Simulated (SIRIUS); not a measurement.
SIRIUS run on a (101) slab of Al3GaN4 (cut from a parent of space group no. 215; 16 atoms in the cell): self-consistent single point.

Level of theory: LDA (PW92), PseudoDojo 0.4 standard norm-conserving LDA (tails mended) pseudopotentials (plane waves; SIRIUS).

```xyz
16
Lattice="4.3891 0.0000 0.0000 0.0000 6.2071 0.0000 0.0000 0.0000 16.7048" Properties=species:S:1:pos:R:3 pbc="T T T"
Al     2.1946     0.3096     6.0364
Al     2.1946     3.4132     6.0364
Al     0.0000     1.8614     7.5925
Al     2.1946     3.4132     9.1487
Al     2.1946     0.3096     9.1487
Al     0.0000     4.9650    10.7048
Ga     0.0000     4.9650     7.5925
Ga     0.0000     1.8614    10.7048
N      3.2662     0.3459     7.5925
N      1.1229     4.9650     6.0000
N      1.1229     1.8614     6.0727
N      3.2662     3.3769     7.5925
N      3.2662     3.4494    10.7048
N      1.1229     1.8614     9.1123
N      1.1229     4.9650     9.1850
N      3.2662     0.2734    10.7048
```

Reference input (self-consistent single point, DFT, LDA (PW92), plane waves, PseudoDojo 0.4 standard norm-conserving LDA (tails mended) pseudopotentials): parameters.ngridk = 3 2 1; parameters.xc_functionals = [XC_LDA_X, XC_LDA_C_PW]; parameters.gk_cutoff = 9.165 1/bohr; parameters.pw_cutoff = 18.331 1/bohr; parameters.smearing = fermi_dirac; parameters.smearing_width = 0.00183747 Ha; potentials = PseudoDojo 0.4 standard norm-conserving LDA (tails mended) pseudopotentials; parameters.electronic_structure_method = pseudopotential; parameters.num_bands = 50; parameters.num_mag_dims = 0; parameters.num_dft_iter = 100; parameters.energy_tol = 1e-07 Ha. This run's input differs from it in these lines:

```diff
@@ -14,4 +14,4 @@
     "xc_functionals": ["XC_LDA_X", "XC_LDA_C_PW"],
-    "gk_cutoff": 9.165,
-    "pw_cutoff": 18.331,
+    "gk_cutoff": 5.797,
+    "pw_cutoff": 11.594,
     "ngridk": [3, 2, 1],
```

Log, with long lists cut:

```
[find] density tolerance         : 1e-06
[find] total energy tolerance    : 1e-07
[find] iter_solver_tol (initial) : 0.01
[find] iter_solver_tol (target)  : 1e-13
[find] num_dft_iter              : 100
Charges and magnetic moments
--------------------------------------------------------------------------------
total charge          : 84.000000
[find] | SCF iteration   0 out of 100|
[diagonalize] iterative solver tolerance (occupied, empty): 0.01 0.01
[diagonalize] average number of iterations: 2
Warning in function "xc_rg_nonmagnetic" at src/potential/xc.cpp:62
Interstitial charge density has negative values
most negatve value : -0.000362576
   [... lines left out ...]

[find] Charges and magnetic moments
[find] total charge          : 84.000000
[find] Energy
[find] smearing (-TS)                 :      -0.00000205
[find] Total energy                   :    -243.48653379 (Ha),    -486.97306758 (Ry)
[find] Free energy (E-TS)             :    -243.48653585 (Ha),    -486.97307169 (Ry)
[find] band gap (eV)                  :       0.94085043
[find] Efermi                         :       0.01207499
[find] iteration : 36, RMS (target) : 7.3750e-07 (1.0000e-06) , energy difference (target) : -7.7023e-11 (1.0000e-07)
[find] bands are converged : true
[find] iterative solver converged : true
[find] converged after 37 SCF iterations!
[find] Charges and magnetic moments
[find] total charge          : 84.000000
[find] Energy
[find] smearing (-TS)                 :      -0.00000205
[find] Total energy                   :    -243.48653379 (Ha),    -486.97306758 (Ry)
[find] Free energy (E-TS)             :    -243.48653585 (Ha),    -486.97307169 (Ry)
[find] band gap (eV)                  :       0.94085043
[find] Efermi                         :       0.01207499
[ground_state] === stress tensor components [kbar] ===
[ground_state] === stress_total ===
[ground_state]  1760.211845    0.000000   -2.873264
[ground_state]     0.000000 1735.930194    0.000000
[ground_state]    -2.873264    0.000000 1740.513393
[ground_state] ==== total Forces in Ha/bohr =====
   [... lines left out ...]
[ground_state] atom:   11, force:       0.0110238      0.0035127     -0.0159314
[ground_state] atom:   12, force:       0.0339943     -0.0022307      0.0109351
[ground_state] atom:   13, force:       0.0087015      0.0000000      0.0112351
[ground_state] atom:   14, force:       0.0114338      0.0000000      0.0153795
[ground_state] atom:   15, force:       0.0339943      0.0022307      0.0109351
```

The run converged in 37 iterations. SIRIUS prints the stress tensor with tension positive. Against the reference run the free energy rises by 11.4 eV/atom and the largest force goes from 3.225 to 3.120 eV/Å.

Forces above 1 eV/Å remain at this geometry. No dipole correction was used; where the two faces of such a cut differ, images can couple through a dipole. This run is one point of a test of settings, so its values need not be converged; read them against the reference run alone. The bare cut can leave dangling bonds, and the run has no spin polarisation, so a lower magnetic or reconstructed surface may exist.

Cost on one core: around 5 core-minutes (rough).

The gap that the log prints is read on the run's mesh, which can miss the band edges or a crossing.

“Tails mended”: in these copies of the files the far tail of each local potential was reset to the Coulomb form.
